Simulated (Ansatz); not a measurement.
## Property card for BiB

BiB:
```xyz
2
Lattice="0.0000 2.7052 2.7052 2.7052 0.0000 2.7052 2.7052 2.7052 0.0000" Properties=species:S:1:pos:R:3 pbc="T T T"
Bi     4.0578     4.0578     4.0578
B      0.0000     0.0000     0.0000
```

Space group F-43m (No. 216), zinc blende; conventional cell a = b = c = 5.4104 Å, α = β = γ = 90.00°.

Method: DFT-LDA in the program Ansatz with PAW potentials. The cell and atoms are relaxed at this level. Other levels are named where they apply.

Cell and energy:

* **Volume per atom**: 19.80 Å³
* **Density**: 9.22 g/cm³
* **Formation energy from the elements (no fitted shifts)**: 0.80 eV/atom

Electronic structure:

- Band gap = 0.58 eV (indirect)
- Valence-band maximum = at Γ
- Conduction-band minimum = at L (4 equivalent valleys)
- Smallest direct gap on the standard path = 0.66 eV
- Electron effective mass = 0.12, 0.12, 2.6 mₑ (principal values)
- Hole effective mass, band 1 of 3 at the edge = 0.22 along [100], 1.5 along [110], 0.51 along [111] (mₑ)
- Hole effective mass, band 2 of 3 at the edge = 0.22 along [100], 0.22 along [110], 0.51 along [111] (mₑ)
- Hole effective mass, band 3 of 3 at the edge = 0.048 along [100], 0.041 along [110], 0.039 along [111] (mₑ)

Mechanics:

Bulk modulus (Birch–Murnaghan fit): 87.0 GPa
Pressure derivative B′: 4.5
Elastic constants (relaxed ions, GPa): C11 = 153, C12 = 54.1, C44 = 82.6
Mechanical stability: stable (all eigenvalues of C positive)
Hill bulk and shear moduli: 87.1 and 67.2 GPa
Young's modulus: 160 GPa
Poisson's ratio: 0.19
Debye temperature from the elastic constants: 328 K
Piezoelectric stress constants (proper, relaxed ions, C/m²): e14 = e25 = e36 = 0.14

Phonons:

- Highest zone-centre frequency (without LO–TO term) = 540 cm⁻¹
- Zone-centre stability = no imaginary mode at Γ

The cell is a constructed one: a structure type filled with these elements; neither database checked (COD, Materials Project) lists it. Its standing as an ambient phase is unchecked. Symmetry was held in the LDA relaxation. Signs of piezoelectric constants follow the polarity of the cell as given. The references are the lowest solids computed at this level, not always the standard phases. Spin–orbit coupling is left out wherever it is not named.

Potentials: the later of the program's two PAW sets.
